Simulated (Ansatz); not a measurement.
In LDA (plane waves, PAW; program Ansatz), AlV₂C in the hexagonal phase (P6_3/mmc; Al on 2c, V on 4f, C on 2a) relaxes to a = 2.858 Å, c = 12.896 Å. Al has 12 nearest neighbours from 2.69 Å (anticuboctahedral); C has 6 nearest neighbours from 1.98 Å (octahedral). Its formation energy from the elements is -0.58 eV/atom, with no fitted shifts.

Electronic character: metallic (no gap).

The bulk modulus is 195 GPa. The relaxed-ion elastic constants in GPa are C11 = 372, C12 = 87.5, C13 = 116, C33 = 353, C44 = 166. The elastic constants imply a Debye temperature near 778 K. The highest mode at Γ lies at 736 cm⁻¹.

The LDA relaxation kept the symmetry of its start. The run is not spin-polarised. As this level gives no gap, shear constants depend on the k-mesh and smearing (Fermi–Dirac, 0.1 eV here). As this level gives no gap, phonon frequencies hold no LO–TO term and depend on the k-mesh and smearing (Fermi–Dirac, 0.1 eV here). The references are the lowest solids computed at this level, not always the standard phases.

Potentials: the later of the program's two PAW sets.
